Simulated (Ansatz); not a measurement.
SrGa3 in the AuCu3-type structure

Computed with Ansatz (plane waves, PAW, 420 eV cutoff): PBE, scalar-relativistic, no spin polarisation, Γ-centred 8×8×8 mesh, 0.05 eV Gaussian smearing. The datasets are Ansatz's generated set soft_2.

```cif
data_structure
_symmetry_space_group_name_H-M 'Pm-3m'
_symmetry_Int_Tables_number 221
_cell_length_a 4.5285
_cell_length_b 4.5285
_cell_length_c 4.5285
_cell_angle_alpha 90.000
_cell_angle_beta 90.000
_cell_angle_gamma 90.000
_cell_volume 92.87
loop_
_atom_site_label
_atom_site_type_symbol
_atom_site_symmetry_multiplicity
_atom_site_Wyckoff_symbol
_atom_site_fract_x
_atom_site_fract_y
_atom_site_fract_z
_atom_site_occupancy
Sr1 Sr 1 a 0.00000 0.00000 0.00000 1
Ga1 Ga 3 c 0.00000 0.50000 0.50000 1
```

The start was a prototype's sites filled with these elements, not a measured cell.

The cell above was scaled in volume, its shape and atoms being fixed by the lattice's symmetry. Energies are counted from the cell above.

```tsv
V (Å³/atom)	ΔE (meV/atom)	P from the stress (GPa)
21.940	9.57	2.53
22.288	4.90	1.76
22.752	1.17	0.83
23.217	0.00	0.00
23.681	1.12	-0.73
24.145	4.26	-1.38
24.842	12.16	-2.22
25.538	23.36	-2.93
```

Do the energies and the pressures agree? Compare −ΔE/ΔV between neighbouring points (1 meV/Å³ = 0.1602 GPa) with the mean of their pressures.

| interval (Å³/atom) | −ΔE/ΔV (GPa) | mean P (GPa) |
| --- | --- | --- |
| 21.94 to 22.29 | 2.1 | 2.1 |
| 22.29 to 22.75 | 1.3 | 1.3 |
| 22.75 to 23.22 | 0.4 | 0.4 |
| 23.22 to 23.68 | -0.4 | -0.4 |
| 23.68 to 24.15 | -1.1 | -1.1 |
| 24.15 to 24.84 | -1.8 | -1.8 |
| 24.84 to 25.54 | -2.6 | -2.6 |
They differ by 0.03 GPa at most.

What do the two routes give for V0, B0 and B0′?

A third-order Birch–Murnaghan fit of the energies: V0 = 23.21 Å³/atom, B0 = 39 GPa, B0′ = 5.3. A polynomial of P in ln V, with B = −dP/d ln V at P = 0: V0 = 23.22 Å³/atom, B0 = 39 GPa, B0′ = 5.0.

B0·V0 = 39.1 GPa × 23.21 Å³ = 5.67 eV/atom sets the scale: near the minimum ΔE ≈ ½ B0 V0 x², with x = V/V0 − 1, and a pressure of 0.4 GPa squeezes the volume by about 1 %. At the ends of the curve: x = −5.5 % predicts 8.5 meV/atom and the run gives 9.6; x = +10.0 % predicts 28.5 meV/atom and the run gives 23.4. The lopsidedness is anharmonic: atoms resist being pushed together more than being pulled apart. The run is a metal.
